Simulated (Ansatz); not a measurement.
LiTaO3:
```cif
data_Li6O18Ta6
_chemical_formula_sum 'Li6 Ta6 O18'
_space_group_name_H-M_alt 'R3c :H'
_space_group_IT_number 161
_space_group_name_Hall 'R 3 -2"c'
_cell_length_a 5.07350
_cell_length_b 5.07350
_cell_length_c 13.65859
_cell_angle_alpha 90.000
_cell_angle_beta 90.000
_cell_angle_gamma 120.000
loop_
_atom_site_label
_atom_site_type_symbol
_atom_site_symmetry_multiplicity
_atom_site_Wyckoff_symbol
_atom_site_fract_x
_atom_site_fract_y
_atom_site_fract_z
_atom_site_occupancy
Li1 Li 6 a 0.00000 0.00000 0.28367 1
Ta1 Ta 6 a 0.00000 0.00000 0.49939 1
O1 O 18 b 0.04385 0.34505 0.06935 1
```
(The calculation used a cell of 10 atoms; values per cell refer to that cell.)

Relaxed with LDA.

Question: Which orbitals make up the states near the band edges in the program Ansatz at the LDA level (PAW)?

Answer: Top 1 eV of the valence band: O 2p 95 %. Bottom 1 eV of the conduction band: Ta 5d 79 %, O 2p 17 %. Projections are on Löwdin-orthogonalised atomic valence shells; empty p or d shells of many metals are not among them.

Question: Tabulate the density of states.

Answer: States/eV per cell of 10 atoms, in 0.25 eV bins, energy from the valence-band maximum.

| E (eV) | total | O 2p | Ta 5d | O 2s |
|---|---|---|---|---|
| -7.86 | 0.00 | 0.00 | 0.00 | 0.00 |
| -7.61 | 0.00 | 0.00 | 0.00 | 0.00 |
| -7.36 | 0.00 | 0.00 | 0.00 | 0.00 |
| -7.11 | 0.00 | 0.00 | 0.00 | 0.00 |
| -6.86 | 0.00 | 0.00 | 0.00 | 0.00 |
| -6.61 | 0.00 | 0.00 | 0.00 | 0.00 |
| -6.36 | 0.00 | 0.00 | 0.00 | 0.00 |
| -6.11 | 0.00 | 0.00 | 0.00 | 0.00 |
| -5.86 | 0.00 | 0.00 | 0.00 | 0.00 |
| -5.61 | 0.00 | 0.00 | 0.00 | 0.00 |
| -5.36 | 0.00 | 0.00 | 0.00 | 0.00 |
| -5.11 | 0.90 | 0.60 | 0.22 | 0.00 |
| -4.86 | 8.68 | 5.82 | 2.27 | 0.03 |
| -4.61 | 6.93 | 4.66 | 1.87 | 0.05 |
| -4.36 | 7.20 | 4.93 | 1.88 | 0.07 |
| -4.11 | 5.83 | 4.07 | 1.42 | 0.08 |
| -3.86 | 5.09 | 3.59 | 1.21 | 0.08 |
| -3.61 | 6.07 | 4.41 | 1.27 | 0.12 |
| -3.36 | 5.36 | 3.96 | 1.08 | 0.11 |
| -3.11 | 6.58 | 4.99 | 1.21 | 0.13 |
| -2.86 | 6.04 | 4.66 | 1.05 | 0.11 |
| -2.61 | 6.19 | 4.87 | 1.00 | 0.11 |
| -2.36 | 6.03 | 4.88 | 0.84 | 0.08 |
| -2.11 | 4.95 | 4.07 | 0.61 | 0.08 |
| -1.86 | 4.70 | 3.94 | 0.50 | 0.08 |
| -1.61 | 6.56 | 5.70 | 0.52 | 0.10 |
| -1.36 | 6.05 | 5.35 | 0.40 | 0.07 |
| -1.11 | 8.13 | 7.40 | 0.41 | 0.07 |
| -0.86 | 9.64 | 8.90 | 0.41 | 0.06 |
| -0.61 | 11.67 | 10.94 | 0.43 | 0.05 |
| -0.36 | 13.70 | 13.11 | 0.30 | 0.04 |
| -0.11 | 7.69 | 7.47 | 0.10 | 0.02 |
| 0.14 | 0.00 | 0.00 | 0.00 | 0.00 |
| 0.39 | 0.00 | 0.00 | 0.00 | 0.00 |
| 0.64 | 0.00 | 0.00 | 0.00 | 0.00 |
| 0.89 | 0.00 | 0.00 | 0.00 | 0.00 |
| 1.14 | 0.00 | 0.00 | 0.00 | 0.00 |
| 1.39 | 0.00 | 0.00 | 0.00 | 0.00 |
| 1.64 | 0.00 | 0.00 | 0.00 | 0.00 |
| 1.89 | 0.00 | 0.00 | 0.00 | 0.00 |
| 2.14 | 0.00 | 0.00 | 0.00 | 0.00 |
| 2.39 | 0.00 | 0.00 | 0.00 | 0.00 |
| 2.64 | 0.00 | 0.00 | 0.00 | 0.00 |
| 2.89 | 0.00 | 0.00 | 0.00 | 0.00 |
| 3.14 | 0.00 | 0.00 | 0.00 | 0.00 |
| 3.39 | 0.00 | 0.00 | 0.00 | 0.00 |
| 3.64 | 0.00 | 0.00 | 0.00 | 0.00 |
| 3.89 | 1.64 | 0.16 | 1.45 | 0.01 |
| 4.14 | 3.41 | 0.45 | 2.86 | 0.03 |
| 4.39 | 5.40 | 0.96 | 4.21 | 0.05 |
| 4.64 | 5.55 | 1.12 | 4.16 | 0.04 |
| 4.89 | 2.13 | 0.45 | 1.58 | 0.02 |
| 5.14 | 4.74 | 1.12 | 3.41 | 0.04 |
| 5.39 | 7.43 | 1.85 | 5.17 | 0.07 |
| 5.64 | 2.76 | 0.68 | 1.86 | 0.04 |
| 5.89 | 7.08 | 1.88 | 4.72 | 0.07 |
| 6.14 | 5.29 | 1.48 | 3.41 | 0.05 |
| 6.39 | 2.57 | 0.74 | 1.60 | 0.03 |
| 6.64 | 0.01 | 0.00 | 0.01 | 0.00 |
| 6.89 | 0.00 | 0.00 | 0.00 | 0.00 |
| 7.14 | 0.01 | 0.00 | 0.00 | 0.00 |
| 7.39 | 0.14 | 0.00 | 0.00 | 0.05 |
| 7.64 | 0.29 | 0.01 | 0.01 | 0.10 |
| 7.89 | 0.46 | 0.03 | 0.02 | 0.14 |
| 8.14 | 0.69 | 0.05 | 0.06 | 0.19 |
| 8.39 | 1.06 | 0.09 | 0.15 | 0.25 |
| 8.64 | 1.73 | 0.15 | 0.38 | 0.36 |

The cell was relaxed with LDA under the symmetry of its start. The run is not spin-polarised. Scalar-relativistic: spin–orbit coupling is off unless named, which matters more the heavier the elements.

Potentials: the later of the program's two PAW sets.
